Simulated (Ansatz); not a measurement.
Clean, relaxed (100) surface of Li, space group Im-3m (No. 229) (top face towards +c; atoms held fixed, by place in the list: 1, 2):

```
Li
1.0
     3.47709    0.00000    0.00000
     0.00000    3.47709    0.00000
     0.00000    0.00000   23.95419
Li
5
Direct
  0.50000 0.50000 0.35484
  0.00000 0.00000 0.42742
  0.50000 0.50000 0.50027
  0.00000 0.00000 0.57362
  0.50000 0.50000 0.65130
```

Level of theory: DFT r2SCAN, scalar-relativistic, plane waves, PAW in Ansatz. Plane waves to 500 eV, a k mesh through Γ of 8×8×1 on the computed 5-atom cell and Gaussian smearing (0.10 eV); no spin polarisation. The cell repeats along c with a dipole correction in the vacuum.

Si (atom) is adsorbed on the top face, one adsorbate per 12.1 Å², and relaxed from 3 starting sites (fractions of a and b). The adsorption energy is E(slab + adsorbate) − E(slab) − E(free adsorbate, spin-polarised where open-shell). Heights count from the highest slab atom after relaxation. Δφ is the top face's. Δp counts per cell along +c. Bonded neighbours lie within 1.25 times the sum of covalent radii (1.35 for H) and, on that scale, within 12 % of the closest. With the adsorbate the cell is lengthened along c to keep the vacuum.

```json
{"start": "top (Li) at (0.50, 0.50)", "ends at": "(0.50, 0.50), 1 bonded neighbour (Li)", "E_ads (eV)": "-2.17", "height (Å)": "2.58", "shortest contact": "Si–Li 2.58 Å", "Δφ (eV)": "+2.24", "Δp (e·Å)": "-0.139"}
{"start": "bridge (Li-Li) at (0.00, 0.50)", "ends at": "(0.00, 0.50), 2 bonded neighbours (Li), largest slab move 0.7 Å", "E_ads (eV)": "-2.66", "height (Å)": "1.74", "shortest contact": "Si–Li 2.46 Å", "Δφ (eV)": "+2.33", "Δp (e·Å)": "-0.155"}
{"start": "hollow (over Li) at (0.00, 0.00)", "ends at": "(0.00, 0.00), 5 bonded neighbours (Li)", "E_ads (eV)": "-3.63", "height (Å)": "0.82", "shortest contact": "Si–Li 2.59 Å", "Δφ (eV)": "+2.20", "Δp (e·Å)": "-0.159"}
```

Among the sites tried, the lowest end comes from the hollow (over Li) at (0.00, 0.00) start; other sites may lie lower.

Each end is the local minimum or symmetric point that its start leads to. The slab is only 7.0 Å thick, so the energies aren't converged with thickness.

For at least one of the starts the bottom face's work function also shifts by over 0.1 eV: the slab is too thin to screen the adsorbate, so the work functions aren't converged with thickness.

The adsorbed runs have no spin polarisation, so weakly bound open-shell ends lie too high.